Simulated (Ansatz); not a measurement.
TaAs:
Space group I4₁md (No. 109); a = b = 3.4628 Å, c = 11.7349 Å, α = β = γ = 90.00°

```json
[
 {"atom": "Ta", "site": "4a", "symmetry": "2mm.", "x": "0.0000", "y": "0.0000", "z": "0.7502"},
 {"atom": "As", "site": "4a", "symmetry": "2mm.", "x": "0.0000", "y": "0.0000", "z": "0.3324"}
]
```
(The calculation used a cell of 4 atoms; values per cell refer to that cell.)

This is the PBE-relaxed structure.

Problem. All from the program Ansatz at the PBE level (PAW), unless another level is named. Give the electronic character.

Solution. no gap, with almost no states at the Fermi level (zero-gap or semimetallic).

Problem. And the formation energy from the elements (no fitted shifts)?

Solution. -0.54 eV/atom.

Space group I4_1md. The PBE relaxation kept the symmetry of its start. No spin polarisation was allowed. A small band overlap can be real or an error of a semilocal functional. The references are the lowest solids computed at this level, not always the standard phases. Spin–orbit coupling is left out wherever it is not named.

Potentials: the later of the program's two PAW sets.
